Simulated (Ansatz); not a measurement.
HfO2 (baddeleyite type, space group P2_1/c)

```yaml
crystal:
  lattice:
    - [5.16167, 0.00000, 0.00000]
    - [0.00000, 5.21254, 0.00000]
    - [-0.89783, 0.00000, 5.27699]
  atoms:
    - { symbol: Hf, position: [0.27573, 0.04291, 0.20837] }
    - { symbol: Hf, position: [0.72427, 0.54291, 0.29163] }
    - { symbol: Hf, position: [0.72427, 0.95709, 0.79163] }
    - { symbol: Hf, position: [0.27573, 0.45709, 0.70837] }
    - { symbol: O, position: [0.06716, 0.32866, 0.34845] }
    - { symbol: O, position: [0.93284, 0.82866, 0.15155] }
    - { symbol: O, position: [0.93284, 0.67134, 0.65155] }
    - { symbol: O, position: [0.06716, 0.17134, 0.84845] }
    - { symbol: O, position: [0.44917, 0.75722, 0.47666] }
    - { symbol: O, position: [0.55083, 0.25722, 0.02334] }
    - { symbol: O, position: [0.55083, 0.24278, 0.52334] }
    - { symbol: O, position: [0.44917, 0.74278, 0.97666] }
```

The atoms are displaced by Q × the pattern below (from a DFPT mode at Γ, largest move 1; Q in Å), at fixed cell.

```json
[
 {"atom": "Hf1", "x": "-0.040", "y": "-0.005", "z": "0.016"},
 {"atom": "Hf2", "x": "-0.040", "y": "0.005", "z": "0.016"},
 {"atom": "Hf3", "x": "-0.040", "y": "-0.005", "z": "0.016"},
 {"atom": "Hf4", "x": "-0.040", "y": "0.005", "z": "0.016"},
 {"atom": "O5", "x": "-0.067", "y": "-0.881", "z": "-0.468"},
 {"atom": "O6", "x": "-0.067", "y": "0.881", "z": "-0.468"},
 {"atom": "O7", "x": "-0.067", "y": "-0.881", "z": "-0.468"},
 {"atom": "O8", "x": "-0.067", "y": "0.881", "z": "-0.468"},
 {"atom": "O9", "x": "0.513", "y": "-0.221", "z": "0.285"},
 {"atom": "O10", "x": "0.513", "y": "0.221", "z": "0.285"},
 {"atom": "O11", "x": "0.513", "y": "-0.221", "z": "0.285"},
 {"atom": "O12", "x": "0.513", "y": "0.221", "z": "0.285"}
]
```

Calculation: PBE (plane waves to 420 eV, PAW, scalar-relativistic; Ansatz, an electronic-structure program). k mesh 5×5×5 (Γ-centred), Fermi-Dirac smearing 0.05 eV. Energies are smeared free energies. Stress and pressure are positive under compression. HfO2 is run without spin polarisation. HfO2 was relaxed with its symmetry unable to fall. Spin-orbit coupling is left out, though Hf is heavy. The PAW data are Ansatz's earlier set. ΔE is measured from the undisplaced structure.

Predict the ΔE (meV/cell) and P (GPa) at Q (Å) = -0.180, -0.060, 0.030, 0.060, 0.090.


| Q (Å) | ΔE (meV/cell) | P (GPa) |
|---|---|---|
| -0.180 | 1278 | 4.35 |
| -0.060 | 140 | 0.48 |
| 0.030 | 35 | 0.12 |
| 0.060 | 140 | 0.48 |
| 0.090 | 316 | 1.08 |

(For displaced atoms, the force is minus the slope of the energy, and its curvature is a force constant, which sets phonon frequencies.)
